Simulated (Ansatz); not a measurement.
**WSe₂: reading a single point**

```
W Se
1.0
     3.29147    0.00000    0.00000
    -1.64573    2.85049    0.00000
     0.00000    0.00000   12.99738
W Se
2 4
Direct
  0.33333 0.66667 0.25000
  0.66667 0.33333 0.75000
  0.33333 0.66667 0.62110
  0.66667 0.33333 0.12110
  0.33333 0.66667 0.87890
  0.66667 0.33333 0.37890
```

Single point in Ansatz 0.2.0 with PBE, spin-orbit coupling. Cutoff 420 eV, PAW datasets, 9×9×2 Γ-centred k mesh, gaussian filling (width 0.0262 eV).

The state carries no moments; the state need not be the lowest.

(1) Is the cell too large or too small?

(2) Is it stable against the elements?

(3) What is the character of the valence top and the conduction bottom?

(4) Metal or insulator? Give the gap.

(5) Which atom feels the largest force, and which way?

(6) Which element gives electrons and which takes them?

Origin: a database entry at a rescaled volume. Caveats: the SCF threshold is loose for a stress.

## Answers

(1) The pressure is 3.4 GPa (compression positive), so with the atoms held at these fractions the cell would first expand.

(2) -0.52 eV an atom against the elements' usual phases (free molecules for gases, crystals otherwise, with no correction for O₂ or N₂), so it is bound against them; other compounds may still compete. Relaxing would lower it.

(3) Within 0.7 eV of the edges, the states project mainly on W d (65 %) and Se p (30 %) below the gap and on W d (63 %) and Se p (29 %) above it.

(4) The gap is 0.91 eV, indirect (the least direct gap found is 1.31 eV). A semilocal functional usually gives too small a gap.

(5) The largest is on Se3 (and as large on other atoms): 0.13 eV/Å, components (0.00, 0.00, -0.13). It makes 131° with the line to a nearest neighbour, W2 at 2.53 Å.

(6) Bader charges in e: W +1.08, Se -0.54. In the mean W gives up most and Se takes most.
